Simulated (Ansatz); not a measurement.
Volume from LDA minus that from HSE06 (% of the latter), each on its own relaxed cell (Ansatz, a first-principles code, plane waves, PAW; no spin–orbit coupling, no Hubbard U), over 19 phases of the class «sulfides, selenides and tellurides»: what sign and size do you expect?

Mean -5.9 %, median -6.3 %, mean absolute 5.9 %; eight in ten lie between -7.4 and -4.0 %, and 0 % are above zero.

Some cases that may be named, with their rank among the 19 from the lowest: K2S, anti-fluorite -9.0 % (rank 1); CaSe, rock salt -7.4 % (rank 2); CdSe, rock salt -6.4 % (rank 8); BaS, rock salt -6.3 % (rank 9); BeTe, wurtzite -4.1 % (rank 17); MgS, wurtzite -3.6 % (rank 19).

The phases are those computed here (of each formula those with measured values and the lowest at some level), not a balanced benchmark, and neither functional is the truth. Pairs that end in unlike spin orders or unlike minima (c/a over 6 % apart, 30 % for weakly bound crystals), magnets with 4f shells, solids of gases and phases set aside for tests are left out.

Built on a structure type that need not be the filed one of that space group: BeTe, wurtzite; MgS, wurtzite. Not the usual ambient phase: CdSe, rock salt. Standing as an ambient phase not checked: BeTe, wurtzite; MgS, wurtzite. All cells were relaxed under the symmetry of their starts (and spin orders); stability against distortions was not tested throughout. Scalar-relativistic: spin–orbit coupling is off unless named, which matters more the heavier the elements.

Potentials: the later of the program's two PAW sets.

Ansatz is a plane-wave DFT program.
